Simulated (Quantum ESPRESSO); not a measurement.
Ca2AlZnOF7 (made-up cell) (calculated)

Computed with Quantum ESPRESSO 7.5. Calculation on a made-up crystal cell, not a measurement: periodic Kohn-Sham density functional theory in plane waves with PseudoDojo standard norm-conserving scalar-relativistic pseudopotentials, each functional with its own files (v0.5 for PBE, v0.4.1 for LDA and PBEsol), no spin polarisation, no spin-orbit coupling, atoms not relaxed, stress positive in tension, energies less a fixed whole-eV offset for each atom's element; levels are Kohn-Sham levels at fractions of this cell's reciprocal vectors, counted from the reference band (half the neutral cell's valence electrons, rounded up) at Gamma; error bars cover cutoff and k-mesh only, not smearing or the files; each bar is the largest change over components, and at least 0.002 eV, 0.002 eV per angstrom or 0.02 GPa; added strain carries the atoms with the cell, and shear is the tensor component; no dispersion term; energies are for the whole cell, and the offsets were chosen from early runs and are not element reference energies; machines and their load varied, so run times do not measure scaling.

```xyz
12
Lattice="5.4602 0.0000 0.0000 0.0000 5.4602 0.0000 0.0000 0.0000 5.4602" Properties=species:S:1:pos:R:3 formula=Ca2AlZnOF7 lattice_type=fluorite functional=pbe cutoff=1143 fermi_dirac_smearing=0.025 scf_tolerance=1e-07 electrons_removed=0 run_command=pw.x_-nk_1_-in_in run_processor=AMD_EPYC,Zen_5_class,virtual_cores k_mesh=4_x_4_x_4,shifted_by_half_a_step free_energy_less_offsets=32.17 scf_iterations=14 smearing_term_minus_ts=0 pressure=-8.637 stress_xx=8.611 stress_yy=8.361 stress_zz=8.94 stress_yz=-0.05954 stress_xz=0.7865 stress_xy=2.712 reference_band=49 error_bar_energy=0.002516 error_bar_stress=0.02 error_bar_force=0.002 error_bar_next_band_up=0.002 error_bars_from=tighter_rerun_of_this_cell wall_time_of_scf_and_band_steps_on_a_shared_machine=837.7
Ca     0.0202    -0.0866    -0.0891
Zn    -0.0808     2.5950     2.9061
Al     2.7461    -0.0363     2.7494
Ca     2.7975     2.8054     0.0144
F      1.3358     1.3409     1.2576
F      1.2994     1.4330     4.1914
F      1.3432     3.9342     1.2454
F      1.4889     4.1314     4.1601
F      4.0502     1.3160     1.4553
O      4.0085     1.2078     4.1753
F      4.1512     4.1683     1.4284
F      4.1166     4.0823     4.0243
```

Units: cutoff, fermi_dirac_smearing, scf_tolerance, free_energy_less_offsets, smearing_term_minus_ts, error_bar_energy, error_bar_next_band_up in eV; pressure, stress_xx, stress_yy, stress_zz, stress_yz, stress_xz, stress_xy, error_bar_stress in GPa; error_bar_force in eV/Å; wall_time_of_scf_and_band_steps_on_a_shared_machine in s.

Atoms:
```csv
atoms element,atom site,atom energy offset (eV)
Ca,1,-1055
Zn,2,-5687
Al,3,-64
Ca,4,-1055
F,5,-677
F,6,-677
F,7,-677
F,8,-677
F,9,-677
O,10,-452
F,11,-677
F,12,-677
```

Forces:
```csv
site,x (eV/Å),y (eV/Å),z (eV/Å)
1,-0.4837,0.9713,0.3847
2,-0.9241,-1.295,0.4263
3,2.245,1.463,1.113
4,0.4704,-1.483,-0.1983
5,0.5516,-0.9419,1.626
6,-0.02314,0.01288,-1.459
7,0.2925,0.9829,1.723
8,0.5288,0.8999,-2.026
9,-0.5222,-0.2797,0.6191
10,-0.8587,-0.2201,-2.255
11,-1.134,0.2512,0.8314
12,-0.1418,-0.362,-0.7849
```

Levels:
```csv
level k point,next band up (eV)
Gamma,0.7776
"(1/2,1/2,1/2)",2.209
"(0.15,0,0)",0.9648
"(0,0.15,0)",0.9624
"(0,0,0.15)",0.9626
```
